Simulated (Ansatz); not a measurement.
Values for one crystal, relaxed and computed with DFT-LDA in the program Ansatz with PAW potentials; other levels are named.

| Quantity | Result |
|---|---|
| Volume per atom | 22.33 Å³ |
| Band gap | 0.25 eV (indirect) |
| Young's modulus | 66.6 GPa |
| Hole effective mass, band 2 of 2 at the edge | 0.20 along x, 1.7 along z (mₑ) |
| Electron effective mass | 0.23, 0.52, 2.7 mₑ (principal values) |
| Bulk modulus (Birch–Murnaghan fit) | 32.1 GPa |
| Hill bulk and shear moduli | 39.0 and 27.4 GPa |

**Question.** Which compound is it?
A. WS2, R3m (W on 3a, S on 3a, S on 3a)
B. CdSe, P6_3mc (Cd on 2a, Cd on 2b, Se on 2a, Se on 2b)
C. ZrSeS, P3m1 (Zr on 1a, Se on 1c, S on 1b)
D. ZnCdSe2, P3m1 (Zn on 1a, Cd on 1c, Se on 1c, Se on 1a)

**Answer.** C, ZrSeS, P3m1 (Zr on 1a, Se on 1c, S on 1b)

The first step of the workflow began from a Materials Project structure, measured or hypothetical; the Crystallography Open Database copy checked does not list it. With Se and S taken as one species the cell has the higher symmetry P-3m1, so it may be an ordered model of a mixed-site phase. Its standing as an ambient phase is unchecked. The LDA relaxation kept the symmetry of its start; its stability against distortions is not shown here. No spin polarisation was allowed. A crystal of weakly bound layers computed without a dispersion correction: the cell and the soft elastic constants depend strongly on that. Scalar-relativistic: spin–orbit coupling is off unless named, which matters more the heavier the elements.

Potentials: the later of the program's two PAW sets.
